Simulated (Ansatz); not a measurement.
## Ga$_{5}$As$_{2}$P$_{3}$ (I-4m2) at 2 levels of theory

One geometry, relaxed with PBE; plane waves with PAW potentials in Ansatz, scalar-relativistic. No spin polarisation. Gaps are the least over mesh and band path; pressure is positive in compression.

```
Ga P As
1.0
    -1.97907    1.97907   14.01409
     1.97907   -1.97907   14.01409
     1.97907    1.97907  -14.01409
Ga P As
5 3 2
Direct
  0.89545 0.89545 0.00000
  0.29844 0.29844 0.00000
  0.70156 0.70156 0.00000
  0.10455 0.10455 0.00000
  0.50000 0.50000 0.00000
  0.25000 0.75000 0.50000
  0.65303 0.15303 0.50000
  0.84697 0.34697 0.50000
  0.05224 0.55224 0.50000
  0.44776 0.94776 0.50000
```

| level | cutoff (eV) | k mesh | gap (eV) | pressure (GPa) |
| --- | --- | --- | --- | --- |
| PBE | 420 | 10×10×10 | 0.93 | 0.0 |

Problem. What comes out on the same cell with r2SCAN?

Solution.
```json
{"level": "r2SCAN", "cutoff (eV)": "500", "k mesh": "10×10×10", "gap (eV)": "1.42", "pressure (GPa)": "-2.6"}
```

It was reached by relaxing an invented guess, and it needn't be the stable form of this composition.
